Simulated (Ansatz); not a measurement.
**ZrPbO$_{3}$ (Pm-3m), two-dimensional strain map**

Level of theory: Ansatz, DFT PBEsol, scalar-relativistic, plane waves, PAW. Cutoff 420 eV, Γ-centred 6×6×6 k-points, Gaussian smearing of 0.05 eV. Spin–orbit coupling is left out, which matters for the heavy elements here. No spin polarisation. Energies are free energies at this smearing, counted from the undisturbed cell; pressure is positive in compression.

The undisturbed cell (as given, not relaxed at this level; it stands at -7.4 GPa, and it needn't be the usual structure):

```xyz
5
Lattice="4.2089 0.0000 0.0000 0.0000 4.2089 0.0000 0.0000 0.0000 4.2089" Properties=species:S:1:pos:R:3 pbc="T T T"
Zr    0.0000    0.0000    0.0000
Pb    2.1045    2.1045    2.1045
O     2.1045    0.0000    0.0000
O     0.0000    0.0000    2.1045
O     0.0000    2.1045    0.0000
```

The cell is strained by p along both x and y and by q along z, fractional coordinates fixed. Points are written (p, q).

Energy above the undisturbed cell in meV/atom (a dash: not computed):

```csv
p \ q,-0.030,0.000,0.030
-0.030,-3.0,-9.5,6.9
0.000,-8.5,0.0,30.3
0.030,45.2,67.0,109.8
```

Pressure in GPa:

| p \ q | -0.030 | 0.000 | 0.030 |
| --- | --- | --- | --- |
| -0.030 | 8.0 | 2.4 | -1.9 |
| 0.000 | -2.7 | -7.4 | -11.0 |
| 0.030 | -10.2 | -14.2 | -17.2 |

Gap on the k-mesh in eV:

```csv
p \ q,-0.030,0.000,0.030
-0.030,2.37,2.25,2.06
0.000,2.13,2.19,2.01
0.030,1.82,1.90,1.95
```

Symmetry holds off the tilts and polar distortions that many cubic perovskites undergo.